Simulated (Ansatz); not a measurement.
NbP:
Space group I4₁md (No. 109); a = b = 3.347 Å, c = 11.427 Å, α = β = γ = 90.00°

| atom | site | symmetry | x | y | z |
|---|---|---|---|---|---|
| Nb | 4a | 2mm. | 0.0000 | 0.5000 | 0.0000 |
| P | 4a | 2mm. | 0.0000 | 0.0000 | 0.3326 |
(The calculation used a cell of 4 atoms; values per cell refer to that cell.)

Relaxed with PBE.

Q: Which orbitals make up the states near the Fermi level in PBE in the plane-wave PAW code Ansatz?

A: Within 0.5 eV of the Fermi level: Nb 4d 81 %, P 3p 13 %. Projections are on Löwdin-orthogonalised atomic valence shells; empty p or d shells of many metals are not among them.

Q: Tabulate the density of states.

A: States/eV per cell of 4 atoms, in 0.25 eV bins, energy from the Fermi level.

| E (eV) | total | Nb 4d | P 3p | P 3s |
|---|---|---|---|---|
| -7.85 | 0.00 | 0.00 | 0.00 | 0.00 |
| -7.60 | 0.00 | 0.00 | 0.00 | 0.00 |
| -7.35 | 0.00 | 0.00 | 0.00 | 0.00 |
| -7.10 | 0.00 | 0.00 | 0.00 | 0.00 |
| -6.85 | 0.00 | 0.00 | 0.00 | 0.00 |
| -6.60 | 0.00 | 0.00 | 0.00 | 0.00 |
| -6.35 | 0.05 | 0.01 | 0.03 | 0.00 |
| -6.10 | 0.91 | 0.20 | 0.51 | 0.03 |
| -5.85 | 1.55 | 0.43 | 0.86 | 0.05 |
| -5.60 | 1.81 | 0.58 | 0.99 | 0.04 |
| -5.35 | 3.94 | 1.38 | 2.18 | 0.06 |
| -5.10 | 3.25 | 1.18 | 1.77 | 0.06 |
| -4.85 | 1.37 | 0.50 | 0.72 | 0.04 |
| -4.60 | 1.38 | 0.46 | 0.77 | 0.05 |
| -4.35 | 1.90 | 0.63 | 1.11 | 0.06 |
| -4.10 | 2.69 | 0.95 | 1.52 | 0.06 |
| -3.85 | 2.61 | 0.96 | 1.44 | 0.07 |
| -3.60 | 3.15 | 1.20 | 1.72 | 0.07 |
| -3.35 | 2.92 | 1.26 | 1.49 | 0.05 |
| -3.10 | 3.07 | 1.32 | 1.60 | 0.03 |
| -2.85 | 4.60 | 1.90 | 2.49 | 0.03 |
| -2.60 | 3.92 | 1.73 | 2.03 | 0.02 |
| -2.35 | 4.33 | 2.09 | 2.08 | 0.03 |
| -2.10 | 2.39 | 1.30 | 1.00 | 0.01 |
| -1.85 | 1.72 | 1.02 | 0.62 | 0.01 |
| -1.60 | 0.94 | 0.64 | 0.24 | 0.01 |
| -1.35 | 2.66 | 2.03 | 0.45 | 0.02 |
| -1.10 | 2.71 | 2.16 | 0.35 | 0.02 |
| -0.85 | 3.66 | 2.93 | 0.38 | 0.04 |
| -0.60 | 4.20 | 3.37 | 0.51 | 0.04 |
| -0.35 | 1.92 | 1.45 | 0.30 | 0.01 |
| -0.10 | 0.34 | 0.27 | 0.05 | 0.00 |
| 0.15 | 0.68 | 0.59 | 0.07 | 0.00 |
| 0.40 | 1.79 | 1.52 | 0.19 | 0.01 |
| 0.65 | 1.64 | 1.36 | 0.20 | 0.01 |
| 0.90 | 1.80 | 1.51 | 0.19 | 0.02 |
| 1.15 | 2.11 | 1.79 | 0.20 | 0.02 |
| 1.40 | 2.67 | 2.25 | 0.25 | 0.04 |
| 1.65 | 2.36 | 1.91 | 0.26 | 0.05 |
| 1.90 | 2.33 | 1.83 | 0.29 | 0.08 |
| 2.15 | 2.62 | 1.92 | 0.43 | 0.12 |
| 2.40 | 2.75 | 2.04 | 0.41 | 0.12 |
| 2.65 | 3.90 | 2.86 | 0.55 | 0.21 |
| 2.90 | 4.57 | 3.14 | 0.82 | 0.26 |
| 3.15 | 3.96 | 2.70 | 0.70 | 0.27 |
| 3.40 | 3.23 | 2.00 | 0.68 | 0.32 |
| 3.65 | 2.86 | 1.63 | 0.62 | 0.37 |
| 3.90 | 4.20 | 2.32 | 0.85 | 0.60 |

Space group I4_1md. Symmetry was held in the PBE relaxation. The run is not spin-polarised. A small band overlap can be real or an error of a semilocal functional. Spin–orbit coupling is left out wherever it is not named.

Potentials: the earlier of the program's two PAW sets.
